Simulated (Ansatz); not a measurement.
InMo₃C (anti-perovskite, Pm-3m), plane-wave PAW PBEsol (Ansatz code), all energies at zero smearing, with the estimated change up to a 700 eV cutoff added, with one set of potentials and settings (totals compare only within such a set). Cell of 5 atoms (1 In, 3 Mo, 1 C): -20464.038 eV.

```json
[
 {"element": "In", "reference phase": "I4/mmm, 1 atoms in the cell", "E (eV/atom)": "-5525.4724"},
 {"element": "Mo", "reference phase": "Im-3m, 1 atoms in the cell", "E (eV/atom)": "-4897.5018"},
 {"element": "C", "reference phase": "P6_3/mmc, 4 atoms in the cell", "E (eV/atom)": "-246.6953"}
]
```

Formation energy per atom, worked out: (-20464.038 − 1×(-5525.4724) − 3×(-4897.5018) − 1×(-246.6953))/5 = 0.127 eV/atom (12 kJ per mol of atoms), at 0 K, without zero-point energy or fitted corrections.

The start of the workflow was typed in or built on a structure type; neither database checked (COD, Materials Project) lists it. Its standing as an ambient phase is unchecked. Symmetry was held in the PBEsol relaxation; whether a distortion lowers the energy is not shown. The run is not spin-polarised. The references are the lowest solids computed at this level, not always the standard phases.

Potentials: the earlier of the program's two PAW sets. The files were generated under PBE; for other functionals the program regenerates the frozen cores, and for LDA and PBEsol the local potential too.
